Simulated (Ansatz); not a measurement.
Data:

In (diamond, Fd-3m), a = b = c = 6.5655 Å, α = β = γ = 90.00°; the cell used has 2 atoms.

This is the PBEsol-relaxed structure.

All from PBEsol (plane waves, PAW; program Ansatz), unless another level is named. Give the highest zone-centre frequency.

126 cm⁻¹.

Give the bulk modulus (Birch–Murnaghan fit).

27.4 GPa.

The start of the workflow was typed in or built on a structure type; neither database checked (COD, Materials Project) lists it. It is not the phase usual at ambient conditions (space group No. 139). The cell was relaxed with PBEsol under the symmetry of its start. At this level the phase is mechanically unstable. The volume moved by -16 % from the start of the relaxation. As this level gives no gap, phonon frequencies hold no LO–TO term and depend on the k-mesh and smearing (Fermi–Dirac, 0.1 eV here).

Potentials: the later of the program's two PAW sets.
